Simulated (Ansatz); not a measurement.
MoS$_{2}$:
```
MoS2
1.0
    3.14944     0.00000     0.00000
   -1.57472     2.72749     0.00000
    0.00000     0.00000    12.08864
Mo S
2 4
Cartesian
  1.57472   0.90916   3.02216
  0.00000   1.81833   9.06648
  0.00000   1.81833   4.58788
  1.57472   0.90916   7.50076
  1.57472   0.90916  10.63220
  0.00000   1.81833   1.45644
```

Relaxed with PBE+D3(BJ).

Task: Map the valence electron density (e/Å³), cut off at 1 on the plane through (0.667, 0.333, 0.250) spanned by u = [0, 0, 1] and v = [1, -1, 0] in lattice vectors, from DFT-PBE+D3(BJ) in the program Ansatz with PAW potentials.

Result: x is the fraction of u, y of v (the angle between them is 90°; rows are the nearest grid lines); atoms in the plane: Mo at (0.00, 0.00), Mo at (0.50, 0.67), S at (0.13, 0.67), S at (0.37, 0.00), S at (0.63, 0.00), S at (0.87, 0.67).
```
|9999311000138950796336970598310001139999|
|9998311000127973996336993797210001138999|
|9996321000025999995335999995200001236999|
|9975554210012579865555689752100124555799|
|5556897521001245557997555421001257986555|
|3358999841000123459999543210001489998533|
|2359999952000012369999632100002599999532|
|2369937972100011389999831100012797399632|
|2369705983100011399999931100013895079632|
|2359999952000011269999621100002599999532|
|2247999741000011249999421100001479997422|
|2235777421000011225995221100001247775322|
|2223443210000011122442211100000123443222|
|2222222100000011111221111100000012222222|
|1111111000000001111111111000000001111111|
|1111000000000000011111100000000000001111|
|1111100000000000111111110000000000011111|
|2111110000000011111111111100000000111112|
|2211111000000122222222222210000001111122|
|5422111000001234432222344321000001112245|
|9952211000012477753223577742100001122599|
|9996211000025999995335999995200001126999|
|9998311000127973996336993797210001138999|
|9999311000138950796336970598310001139999|
```
Scale: ten equal steps from 0.000 (start of '0') to 1.00 (end of '9'), in the order '0123456789'; x runs from 0.000 to 1.00, y from 0.000 (bottom) to 1.00 (top).

The density is the valence pseudo-density with augmentation charge, so density and ELF within about 1 Å of a nucleus are not all-electron values.

Space group P6_3/mmc. Symmetry was held in the PBE+D3(BJ) relaxation; phonons on a q-mesh show no instability. No spin polarisation was allowed.

Potentials: the later of the program's two PAW sets.
